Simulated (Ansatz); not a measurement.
Lu7Al4Si8: frames of a relaxation, V_Lu, charge +0, atoms relaxed at the host's cell

Computed with the plane-wave PAW code Ansatz (scalar-relativistic, PAW set soft_2): PBEsol, no spin polarisation, 420 eV cutoff, k-mesh 3×3×3.

Positions in Å and forces in eV/Å; free energies count from the last frame.

```
19
Lattice="-3.979 5.592 0.000 -3.979 -5.592 0.000 0.000 0.000 8.322" Properties=species:S:1:pos:R:3:forces:R:3 pbc="T T T" step=1 dE=0.139eV
Lu   -3.979    2.796    6.571    0.080    0.056    0.031
Lu   -5.969    0.000    2.410    0.077   -0.049    0.247
Lu   -3.979   -2.796    6.571   -0.049    0.012    0.192
Lu   -3.979    2.796    1.751   -0.028    0.073    0.158
Lu   -1.990    0.000    5.912    0.014    0.059   -0.478
Lu   -3.979   -2.796    1.751    0.070    0.109    0.035
Lu   -5.969    0.000    5.912   -0.044   -0.046    0.006
Al   -3.977    0.001   -0.050    0.048    0.001    0.191
Al   -6.002    2.772    4.183    0.327    0.184   -0.061
Al   -7.924    0.005    0.031   -0.373   -0.051   -0.026
Al   -5.940   -2.859    4.131   -0.505    0.584    0.047
Si   -4.034    1.203    4.180    0.347   -0.404   -0.193
Si   -1.985   -1.603    8.286    0.042   -0.094    0.235
Si   -3.999   -4.375    4.161    0.244   -0.466   -0.107
Si   -5.969   -1.613    8.322    0.082    0.002    0.033
Si   -1.972    1.600    0.026   -0.088    0.055   -0.010
Si   -3.981    4.468    4.147   -0.026   -0.448   -0.084
Si   -5.969    1.613    0.000    0.078    0.022    0.032
Si   -3.952   -1.192    4.175   -0.296    0.399   -0.247
```

```
19
Lattice="-3.979 5.592 0.000 -3.979 -5.592 0.000 0.000 0.000 8.322" Properties=species:S:1:pos:R:3:forces:R:3 pbc="T T T" step=2 dE=0.079eV
Lu   -3.968    2.805    6.578   -0.097   -0.071   -0.014
Lu   -5.947   -0.025    2.476   -0.168    0.201   -0.481
Lu   -3.998   -2.785    6.605    0.108   -0.080   -0.249
Lu   -3.992    2.827    1.786    0.015   -0.139   -0.345
Lu   -1.989    0.000    5.793   -0.004   -0.014    0.568
Lu   -3.971   -2.764    1.756   -0.016   -0.202   -0.059
Lu   -5.962   -0.016    5.905   -0.031    0.124    0.118
Al   -3.971    0.000    0.030    0.099    0.040   -0.049
Al   -5.970    2.759    4.141    0.006    0.036    0.194
Al   -7.989    0.013    0.047   -0.077    0.001   -0.052
Al   -5.941   -2.807    4.124   -0.165    0.185    0.159
Si   -3.971    1.186    4.121    0.031   -0.091    0.127
Si   -1.995   -1.624    8.334    0.073    0.090   -0.104
Si   -3.984   -4.421    4.124    0.105    0.023    0.050
Si   -5.987   -1.580    8.355    0.043   -0.065   -0.056
Si   -2.007    1.633    0.034    0.036   -0.064   -0.083
Si   -3.980    4.411    4.120    0.014   -0.039    0.163
Si   -5.977    1.591    0.038    0.078    0.007   -0.102
Si   -3.949   -1.181    4.106   -0.050    0.059    0.216
```

```
19
Lattice="-3.979 5.592 0.000 -3.979 -5.592 0.000 0.000 0.000 8.322" Properties=species:S:1:pos:R:3:forces:R:3 pbc="T T T" step=4 dE=0.000eV
Lu   -3.979    2.798    6.577    0.002   -0.004    0.004
Lu   -5.968    0.000    2.429    0.000    0.004    0.001
Lu   -3.978   -2.795    6.577   -0.002    0.002    0.006
Lu   -3.979    2.797    1.757    0.001    0.001   -0.001
Lu   -1.990    0.001    5.861    0.002    0.001    0.002
Lu   -3.980   -2.795    1.757    0.004   -0.001    0.000
Lu   -5.968    0.001    5.913   -0.002    0.002    0.002
Al   -3.957    0.000    0.025    0.002    0.000   -0.001
Al   -5.968    2.767    4.173    0.001   -0.004   -0.001
Al   -7.980    0.001    0.026   -0.002   -0.001   -0.002
Al   -5.969   -2.764    4.173    0.000    0.003   -0.001
Si   -3.966    1.175    4.133   -0.003   -0.005   -0.003
Si   -1.989   -1.622    8.326   -0.003    0.000    0.000
Si   -3.991   -4.417    4.133    0.001   -0.004   -0.002
Si   -5.969   -1.593    8.332    0.001    0.009    0.002
Si   -1.990    1.624    0.003    0.002   -0.002    0.000
Si   -3.992    4.420    4.133    0.003    0.000   -0.001
Si   -5.968    1.595    0.010   -0.001   -0.005    0.000
Si   -3.966   -1.172    4.133   -0.002    0.004   -0.004
```
